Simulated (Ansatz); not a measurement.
One crystal and one scan (scan of one atom of the cell) at two levels, PBE (plane waves to 420 eV, PAW, scalar-relativistic; Ansatz, an electronic-structure program) and r2SCAN (plane waves to 500 eV, PAW, scalar-relativistic; Ansatz), each from its own relaxed cell and on its own mesh.

The crystal is ScAl₃ (Cu3Au type); one Al atom of a 4-atom cell moves by s along Cartesian z, with its periodic images.

Energies are smeared free energies. ScAl3 is run without spin polarisation. ScAl3 was relaxed with its symmetry unable to fall. With partly filled bands, energies and forces of such displacements shift with the k mesh and the smearing. Both scans cover s from -0.580 to 0.580 Å.

```
quantity                                                          run 1  run 2
----------------------------------------------------------------  -----  -----
Lattice constant a (Å)                                            4.086  4.106
Energy at s = 0.580 Å (meV/cell)                                   1195   1079
Force along the line at s = -0.580 Å (eV/Å)                       4.219  3.839
Force constant k = d²E/ds² at s = 0 (finite differences) (eV/Å²)   6.86   6.15
```

Q: Which run is which level?

A: Run 2 is PBE, run 1 is r2SCAN. PBE gives the higher value for: lattice constant a. PBE gives the lower value for: energy at s = 0.580 Å; force along the line at s = -0.580 Å; force constant k = d²E/ds² at s = 0. Both give the same symmetry of the curve: even: the same for both signs. Neither level is exact: the differences show how much the result hangs on the functional.

(For displaced atoms, the force is minus the slope of the energy, and its curvature is a force constant, which sets phonon frequencies.)
